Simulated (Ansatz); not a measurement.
# TiB₂: stiffness from a series of strains

```xyz
3
Lattice="3.0292 0.0000 0.0000 -1.5146 2.6234 0.0000 0.0000 0.0000 3.2284" Properties=species:S:1:pos:R:3 pbc="T T T"
Ti    0.0000    0.0000    0.0000
B     0.0000    1.7489    1.6142
B     1.5146    0.8745    1.6142
```

Atoms are numbered in the order listed.

Conventional cell: a = 3.029 Å, b = 3.029 Å, c = 3.228 Å, α = 90.00°, β = 90.00°, γ = 120.00°. Ti (atom 1) is surrounded by 12 B at 2.38 Å. Around B (atom 2) lie 3 B at 1.75 Å.

The geometry is COD entry 2002799, unchecked; take it as a test cell.

These are results of Ansatz 0.2.0, DFT, PBEsol, all-electron LAPW, scalar-relativistic, not measurements.

Settings: a Γ-centred 15×15×13 k mesh, Fermi–Dirac smearing of 0.08 eV, basis error target 1 meV/atom, no spin polarisation.

The strain is applied along the Cartesian axes of the cell as listed (the other components stay zero). Fractional coordinates are held (clamped ions).

σ is the change of stress from the unstrained cell, which is at -5.16 GPa; tension is positive, so slopes are stress–strain coefficients at that pressure. In a metal the k mesh adds noise.

Only quantities that a quadratic follows smoothly over the whole series are listed; rougher ones are left out.

```csv
εzz,σzz (GPa),σxx (GPa)
-0.0300,-14.35,-3.20
-0.0200,-9.30,-2.05
-0.0100,-4.53,-0.98
0.0000,0.00,0.00
0.0100,4.29,0.90
0.0300,12.22,2.47
```

Question: Fit the series and read off the stiffness at zero strain.

Answer: Least-squares fits y = p0 + p1 x + p2 x² to the rows give σzz (GPa): p1 = 442, p2 = -1200; σxx (GPa): p1 = 94.4, p2 = -410. So C33 = 442 GPa and C13 = 94 GPa, for these axes.

Question: One run, at εzz = 0.0200, is withheld. Predict its row.

Answer: The fits give 8.38, 1.73; the run gave 8.36, 1.72.
